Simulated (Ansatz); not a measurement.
CuTiS2 in space group P-3m1 (No. 164; S on 2d, Ti on 1a, Cu on 1b) under volume change, r²SCAN+D4 in the plane-wave PAW code Ansatz, shape and atoms relaxed at each volume.

| V (Å³/atom) | E − E(relaxed) (meV/atom) | P (GPa) |
|---|---|---|
| 13.673 | 53.4 | 13.82 |
| 14.124 | 22.3 | 8.42 |
| 14.575 | (withheld) | (withheld) |
| 15.026 | 0.0 | 0.00 |
| 15.477 | 4.7 | -3.25 |
| 15.927 | (withheld) | (withheld) |
| 16.378 | 38.0 | -8.27 |

Complete the blanks.


- 15.927, E − E(relaxed) (meV/atom): 17.8
- 15.927, P (GPa): -5.98
- 14.575, E − E(relaxed) (meV/atom): 5.3
- 14.575, P (GPa): 3.85

What does a third-order Birch–Murnaghan fit give for V₀, B₀ and B′?

V₀ = 15.03 Å³/atom, B₀ = 117 GPa, B′ = 4.7.

A made-up cell: these elements were put on the sites of a structure type; neither database checked (COD, Materials Project) lists it. Whether it is the stable phase at ambient conditions was not checked. The cell was relaxed with r²SCAN+D4 under the symmetry of its start; its stability against distortions is not shown here. The run is not spin-polarised.

Potentials: the later of the program's two PAW sets.
